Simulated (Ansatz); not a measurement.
K2TiCl6 (space group Fm-3m)

```
K2TiCl6
1.0
    0.00000     4.86625     4.86625
    4.86625     0.00000     4.86625
    4.86625     4.86625     0.00000
K Ti Cl
2 1 6
Direct
  0.25000   0.25000   0.25000
  0.75000   0.75000   0.75000
  0.00000   0.00000   0.00000
  0.76029   0.23971   0.76029
  0.23971   0.76029   0.23971
  0.76029   0.23971   0.23971
  0.23971   0.76029   0.76029
  0.76029   0.76029   0.23971
  0.23971   0.23971   0.76029
```

The volume is varied about the relaxed value V₀ at fixed cell shape. The atoms relax within the cell's symmetry.

The numbers are results of PBEsol (plane waves to 420 eV, PAW, scalar-relativistic; Ansatz, a quantum-chemistry and plane-wave program), not measurements. k mesh 6×6×6 (Γ-centred), Fermi-Dirac smearing 0.05 eV. E stands for the smeared free energy. Compression counts positive. K2TiCl6 is run without spin polarisation. K2TiCl6 was relaxed with its symmetry unable to fall. ΔE is measured from the relaxed starting cell.

```
V (Å³/atom)  ΔE (meV/atom)
-----------  -------------
21.510                49.5
22.535                24.5
23.559                 9.6
24.583                 2.1
25.608                 0.0
26.632                 1.8
27.656                 6.3
28.681            withheld
29.705                20.6
```

Fit a third-order Birch-Murnaghan form (E₀, V₀, B₀, B₀′ free) to the given rows and predict ΔE at V = 28.681.

Least squares on the 8 given rows: ΔE = E₀ + (9V₀B₀/16)·y²·[2 + (B₀′ − 4)y], y = (V₀/V)^(2/3) − 1, with V₀ = 25.594 Å³/atom, B₀ = 15.18 GPa (160.2 GPa = 1 eV/Å³; the term in eV is multiplied by 1000), B₀′ = 7.28, E₀ = -0.01 meV/atom; root-mean-square residual 0.02 meV/atom. At 28.681 the fit gives 12.8 meV/atom; the calculation gives 12.8 meV/atom, the same to the digits shown. For the pressure the fit gives -1.13 GPa against the computed -1.12 GPa.

(A scan under strain: stresses follow from slopes of the energy per volume, elastic moduli from its curvatures.)
